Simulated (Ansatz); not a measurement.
BeTe:
```yaml
crystal:
  lattice:
    - [0.00000, 2.80223, 2.80223]
    - [2.80223, 0.00000, 2.80223]
    - [2.80223, 2.80223, 0.00000]
  atoms:
    - { symbol: Te, position: [0.75000, 0.75000, 0.75000] }
    - { symbol: Be, position: [0.00000, 0.00000, 0.00000] }
```

Relaxed with PBEsol. Special points in fractions of this cell's reciprocal vectors: Γ (0.000, 0.000, 0.000); X (0.500, 0.000, 0.500); U (0.625, 0.250, 0.625); K (0.375, 0.375, 0.750); L (0.500, 0.500, 0.500); W (0.500, 0.250, 0.750).

Task: List the band energies nearest the valence-band maximum at these points for PBEsol with spin–orbit coupling in the plane-wave PAW code Ansatz.

Result: In eV from the valence-band maximum; about four levels below and three above (degenerate sets whole), none deeper than 8.9 eV; points with the same levels are listed once.

| k | below | above |
|---|---|---|
| Γ | 0.00 0.00 0.00 0.00 | 3.27 3.27 3.33 3.33 3.33 3.33 |
| X | -3.21 -3.21 -2.80 -2.80 | 1.54 1.54 2.31 2.31 |
| U | -4.44 -4.16 -2.58 -2.56 | 2.30 2.33 4.89 |
| L | -1.72 -1.72 -1.21 -1.21 | 2.79 2.79 4.25 4.25 |
| W | -4.38 -3.92 -3.58 -3.53 | 4.85 4.89 5.20 |

Space group F-43m (zinc blende). The cell was relaxed with PBEsol under the symmetry of its start.

Potentials: the later of the program's two PAW sets.
